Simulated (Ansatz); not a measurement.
**Fields on a plane of TiAl (CuAu type, space group P4/mmm)**

```yaml
crystal:
  lattice:
    - [2.81292, 0.00000, 0.00000]
    - [0.00000, 2.81292, 0.00000]
    - [0.00000, 0.00000, 4.05841]
  atoms:
    - { symbol: Al, position: [0.50000, 0.50000, 0.50000] }
    - { symbol: Ti, position: [0.00000, 0.00000, 0.00000] }
```

The slice is a (001) plane (indices of the conventional cell) through the point (0.500, 0.500, 0.500) (fractional), spanned by u = [100] and v = [010] in vectors of this cell: u (2.81 Å) and v (2.81 Å, at 90° to u). It covers one period; positions are fractions (u, v).

Atoms on it: Al at (0.00, 0.00).

These are r2SCAN (plane waves to 500 eV, PAW, scalar-relativistic; Ansatz, a first-principles code) values and carry that method's errors. k mesh 16×16×12. Near the nuclei the fields are pseudised (PAW); where an atom keeps semicore shells as valence, they peak there. TiAl is run without spin polarisation. TiAl was relaxed with its symmetry unable to fall.

| v \ u | 0.00 | 0.10 | 0.20 | 0.30 | 0.40 | 0.50 | 0.60 | 0.70 | 0.80 | 0.90 |
|---|---|---|---|---|---|---|---|---|---|---|
| 0.90 | x | x | 0.11 | 0.51 | 0.66 | 0.67 | 0.66 | 0.51 | 0.11 | x |
| 0.80 | 0.06 | 0.11 | 0.32 | 0.53 | 0.60 | 0.60 | 0.60 | 0.53 | 0.32 | 0.11 |
| 0.70 | 0.50 | 0.51 | 0.53 | 0.53 | 0.51 | 0.50 | 0.51 | 0.53 | 0.53 | 0.51 |
| 0.60 | 0.69 | 0.66 | 0.60 | 0.51 | 0.44 | 0.42 | 0.44 | 0.51 | 0.60 | 0.66 |
| 0.50 | 0.70 | 0.67 | 0.60 | 0.50 | 0.42 | 0.39 | 0.42 | 0.50 | 0.60 | 0.67 |
| 0.40 | 0.69 | 0.66 | 0.60 | 0.51 | 0.44 | 0.42 | 0.44 | 0.51 | 0.60 | 0.66 |
| 0.30 | 0.50 | 0.51 | 0.53 | 0.53 | 0.51 | 0.50 | 0.51 | 0.53 | 0.53 | 0.51 |
| 0.20 | 0.06 | 0.11 | 0.32 | 0.53 | 0.60 | 0.60 | 0.60 | 0.53 | 0.32 | 0.11 |
| 0.10 | x | x | 0.11 | 0.51 | 0.66 | 0.67 | 0.66 | 0.51 | 0.11 | x |
| 0.00 | x | x | 0.06 | 0.50 | 0.69 | 0.70 | 0.69 | 0.50 | 0.06 | x |

Values: electron localisation function (ELF). Points within 0.5 Å of a nucleus are blanked (x), as the pseudised field means little there.

```
|xxxxxxxxxxxxxxxx::++++++::xxxxxxxxxxxxxx|
|xxxxxxxxxxxxxx  --++**++--  xxxxxxxxxxxx|
|xxxxxxxxxxxxxx..==******==..xxxxxxxxxxxx|
|xxxxxxxxxxxx  --++######++--  xxxxxxxxxx|
|xxxxxxxxxxxx::==**##%%##**==::xxxxxxxxxx|
|xxxxxxxx  ::==**##%%%%%%##**==::  xxxxxx|
|xxxx  ..--==**##%%@@@@@@%%##**==--..  xx|
|::::--==++**##%%@@@@@@@@@@%%##**++==--::|
|++++++**####%%@@@@@@@@@@@@@@%%####**++++|
|++++****##%%%%@@@@@@@@@@@@@@%%%%##****++|
|++++++**####%%@@@@@@@@@@@@@@%%####**++++|
|::::--==++**##%%@@@@@@@@@@%%##**++==--::|
|xxxx  ..--==**##%%@@@@@@%%##**==--..  xx|
|xxxxxxxx  ::==**##%%%%%%##**==::  xxxxxx|
|xxxxxxxxxxxx::==**##%%##**==::xxxxxxxxxx|
|xxxxxxxxxxxx  --++######++--  xxxxxxxxxx|
|xxxxxxxxxxxxxx..==******==..xxxxxxxxxxxx|
|xxxxxxxxxxxxxx  --++**++--  xxxxxxxxxxxx|
|xxxxxxxxxxxxxxxx::++++++::xxxxxxxxxxxxxx|
|xxxxxxxxxxxxxxxx::++++++::xxxxxxxxxxxxxx|
```
Scale: ten equal steps from 0.00 (start of ' ') to 8.61 (end of '@'), in the order ' .:-=+*#%@'. Values: electrostatic potential energy of an electron, from the cell's mean, in eV. The map has 20 points along u (two characters each, u = 0 at the left) and 20 along v (v = 0 in the bottom row). Points within 1 Å of a nucleus are blanked (x), as the pseudised field means little there. Values under 0 eV are set to 0. The zero, the cell's mean, hangs on the PAW cores.

Density on the Al–Al line (2.81 Å) at its midpoint: 0.23 e/Å³
ELF at that point: 0.70
ELF maximum in the middle third of the Al–Al line: 0.70, 1.4 Å from Al
